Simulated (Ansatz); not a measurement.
Starting structure, Na put at a bridge Al-Al site (Al, Fm-3m (No. 225), (1 1 1) face):

```
CELL_PARAMETERS angstrom
5.63242 0.00000 0.00000
-2.81621 4.87782 0.00000
0.00000 0.00000 25.89828
ATOMIC_POSITIONS crystal
Al 0.33333 0.16667 0.32821
Al 0.33333 0.66667 0.32821
Al 0.83333 0.16667 0.32821
Al 0.83333 0.66667 0.32821
Al 0.66667 0.33333 0.41699
Al 0.66667 0.83333 0.41699
Al 0.16667 0.33333 0.41699
Al 0.16667 0.83333 0.41699
Al 0.00000 0.50000 0.50527
Al 0.00000 0.00000 0.50527
Al 0.50000 0.50000 0.50527
Al 0.50000 0.00000 0.50527
Al 0.33333 0.66667 0.59522
Al 0.33333 0.16667 0.59522
Al 0.83333 0.66667 0.59522
Al 0.83333 0.16667 0.59522
Na 0.08333 0.16667 0.69253
```

Level of theory: DFT PBE+D3(BJ), scalar-relativistic, plane waves, PAW in Ansatz. Plane waves to 420 eV, a k mesh through Γ of 6×6×1 on the computed 17-atom cell and Gaussian smearing (0.10 eV); no spin polarisation. A dipole correction removes the field between periodic images along c.

Atoms 1, 2, 3, 4, 5, 6, 7, 8 (counted from 1) are held. The cell is fixed. Force threshold 0.03 eV/Å.

Problem. Where does it end?

Solution. The energy falls by 0.041 eV in 3 steps, to:

```
CELL_PARAMETERS angstrom
5.63242 0.00000 0.00000
-2.81621 4.87782 0.00000
0.00000 0.00000 25.89828
ATOMIC_POSITIONS crystal
Al 0.33333 0.16667 0.32821
Al 0.33333 0.66667 0.32821
Al 0.83333 0.16667 0.32821
Al 0.83333 0.66667 0.32821
Al 0.66667 0.33333 0.41699
Al 0.66667 0.83333 0.41699
Al 0.16667 0.33333 0.41699
Al 0.16667 0.83333 0.41699
Al 0.00167 0.50306 0.50565
Al 0.99935 0.99870 0.50519
Al 0.50139 0.50306 0.50565
Al 0.49856 0.99711 0.50453
Al 0.33161 0.66322 0.59810
Al 0.33810 0.16601 0.59264
Al 0.83458 0.66916 0.59801
Al 0.82790 0.16601 0.59264
Na 0.08211 0.16421 0.69390
```

The end is the local minimum or symmetric point that this start leads to. The slab is only 6.9 Å thick, so the energy isn't converged with thickness.

Cost: 1 run of about 2.3 core-minutes, on AMD EPYC 7R43 (Zen 3) (shared hosts).